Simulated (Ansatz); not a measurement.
Computed properties of MoP

MoP:
```yaml
crystal:
  lattice:
    - [3.24137, 0.00000, 0.00000]
    - [-1.62068, 2.80711, 0.00000]
    - [0.00000, 0.00000, 3.19397]
  atoms:
    - { symbol: Mo, position: [0.00000, 0.00000, 0.00000] }
    - { symbol: P, position: [0.33333, 0.66667, 0.50000] }
```

Space group P-6m2 (No. 187); conventional cell a = b = 3.2414 Å, c = 3.1940 Å, α = β = 90.00°, γ = 120.00°.

Method: PBE in the plane-wave PAW code Ansatz. Structure relaxed to zero pressure with the same functional. Other levels are named where they apply.

### Cell and energy

```
Quantity                                                       Value
-----------------------------------------------------  -------------
Volume per atom                                             14.53 Å³
Density                                                   7.25 g/cm³
Formation energy from the elements (no fitted shifts)  -0.69 eV/atom
```

### Electronic structure

```
Property                                                                     Value
------------------------------------  --------------------------------------------
Electronic character                                             metallic (no gap)
Density of states at the Fermi level  0.40 states/eV per atom (mean over ±0.08 eV)
Gap with spin–orbit coupling                                       none (metallic)
```

### Mechanics

```
Quantity                                                                                      Value
--------------------------------------------  -----------------------------------------------------
Bulk modulus (Birch–Murnaghan fit)                                                          215 GPa
Pressure derivative B′                                                                          4.4
Elastic constants (relaxed ions, GPa)         C11 = 339, C12 = 120, C13 = 152, C33 = 482, C44 = 168
Mechanical stability                                         stable (all eigenvalues of C positive)
Hill bulk and shear moduli                                                          219 and 135 GPa
Young's modulus                                                                             336 GPa
Poisson's ratio                                                                                0.24
Debye temperature from the elastic constants                                                  584 K
```

### Phonons

```
Item                                            Value
-----------------------------  ----------------------
Highest zone-centre frequency                398 cm⁻¹
Zone-centre stability          no imaginary mode at Γ
```

### Charges

```
Property                     Value
-------------  -------------------
Bader charges  Mo +0.75, P -0.75 e
```

The PBE relaxation kept the symmetry of its start. The run is not spin-polarised. As this level gives no gap, shear constants depend on the k-mesh and smearing (Fermi–Dirac, 0.1 eV here). As this level gives no gap, phonon frequencies hold no LO–TO term and depend on the k-mesh and smearing (Fermi–Dirac, 0.1 eV here). The references are the lowest solids computed at this level, not always the standard phases. Spin–orbit coupling is left out wherever it is not named.

Potentials: the later of the program's two PAW sets.
